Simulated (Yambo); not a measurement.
Yambo run on FeS2 (marcasite, space group Pnnm, No. 58). The wavefunctions are norm-conserving LDA (Quantum ESPRESSO, 90 Ry, no spin-orbit coupling) ones on a 4×2×4 mesh (28 occupied bands); a = 4.426 Å, b = 5.397 Å, c = 3.378 Å, α = 90.00°, β = 90.00°, γ = 90.00°.

Yambo input:

```
rim_cut
gw0
dyson
el_el_corr
HF_and_locXC
cohsex
em1s
RandQpts= 1000000
RandGvec= 1 Ry
EXXRLvcs= 90 Ry
VXCRLvcs= 360 Ry
Chimod= "HARTREE"
% BndsRnXs
 9 | 162 |
%
NGsBlkXs= 8 Ry
% LongDrXs
 1.0 | 1.0 | 1.0 |
%
ExtendOut
% QPkrange
 5 | 5 | 28 | 28 |
 6 | 6 | 28 | 29 |
%
```

k points by index: 5 = (0, -0.5, 0.25), 6 = (0, -0.5, -0.5).

Resulting energies as the program prints them:

```
#    K-point    Band    Eo [eV]    E [eV]    E-Eo [eV]    Vxc [eV]    Vnlxc [eV]    Sc|Eo [eV]    Re(Z)    Im(Z)
#
    5    28    0.000000    -1.124801    -1.124801    -25.02775    -29.79534    3.642791    1.000000    0.000000
    6    28    -0.342241    -1.274214    -0.931973    -26.76310    -32.37144    4.676364    1.000000    0.000000
    6    29    0.720899    0.310626    -0.410273    -26.63124    -21.48268    -5.558835    1.000000    0.000000
```
(The two width columns are left out.) Convergence of these settings isn't established.

Geometry of the Materials Project entry, not relaxed at this level.

This is not the ordinary phase of the substance.

The runs are not spin-polarised; magnetic order was not tried.
